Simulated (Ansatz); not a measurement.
## Band structure of As

```xyz
4
Lattice="1.8259 -5.6934 0.0000 1.8259 5.6934 0.0000 0.0000 0.0000 4.7399" Properties=species:S:1:pos:R:3 pbc="T T T"
As    1.8259    4.5028    0.3486
As    1.8259   -4.5028    4.3913
As    1.8259    1.1906    2.7185
As    1.8259   -1.1906    2.0213
```

Atoms are numbered in the order listed.

Structure from Materials Project entry mp-158 (possibly hypothetical), not relaxed further.

Theory: DFT, PBEsol, all-electron LAPW, scalar-relativistic in Ansatz 0.2.0.

Sampling and basis: a Γ-centred 11×11×8 k mesh, Fermi–Dirac smearing of 0.08 eV, basis error target 1 meV/atom, no spin polarisation.

Points in fractions of the reciprocal vectors of this cell: Γ (0, 0, 0), Y (-0.5, 0.5, 0), C0 (-0.276, 0.724, 0), Σ0 (0.276, 0.276, 0), Z (0, 0, 0.5), A0 (0.276, 0.276, 0.5), E0 (-0.276, 0.724, 0.5), T (-0.5, 0.5, 0.5). The path joins them by straight lines in the order Γ–Y–C0–Σ0–Γ–Z–A0–E0–T; legs that retrace an earlier one aren't tabulated. Energies are in eV from the Fermi level.

Is there a gap?

None at this level of theory (metallic, semimetallic, or a small gap that the functional closes).

List the levels between -14 and 6.5 eV at the symmetry points.


Γ: -12.20, -9.67, -6.31, -5.71, -4.01, -3.03, -2.19, -1.77, -1.05, 1.35, 1.65, 2.12, 2.99, 4.71, 5.34
Y: -12.65, -9.56, -6.72, -4.66, -4.48, -3.25, -1.42, -1.38, -0.03, 0.02, 1.62, 1.98, 2.75, 4.69, 5.19, 6.44
C0: -12.58, -11.90, -10.62, -9.28, -4.35, -3.86, -2.96, -2.83, -2.26, -2.07, 0.38, 1.03, 1.13, 1.98, 2.56, 3.79
Σ0: -12.58, -11.90, -10.62, -9.28, -4.35, -3.86, -2.96, -2.83, -2.26, -2.07, 0.38, 1.03, 1.13, 1.98, 2.56, 3.79
Z: -13.53 (×2), -8.86 (×2), -4.01 (×2), -2.19 (×2), -0.97 (×2), 0.90 (×2), 2.52 (×2), 4.53 (×2)
A0: -12.05 (×2), -9.96 (×2), -5.39 (×2), -3.97 (×2), -1.68 (×2), 2.01 (×2), 3.83 (×2), 5.02 (×2), 6.01 (×2)
E0: -12.05 (×2), -9.96 (×2), -5.39 (×2), -3.97 (×2), -1.68 (×2), 2.01 (×2), 3.83 (×2), 5.02 (×2), 6.01 (×2)
T: -13.44 (×2), -9.39 (×2), -2.25 (×2), -2.19 (×2), -1.39 (×2), 1.33 (×2), 1.86 (×2), 2.87 (×2)
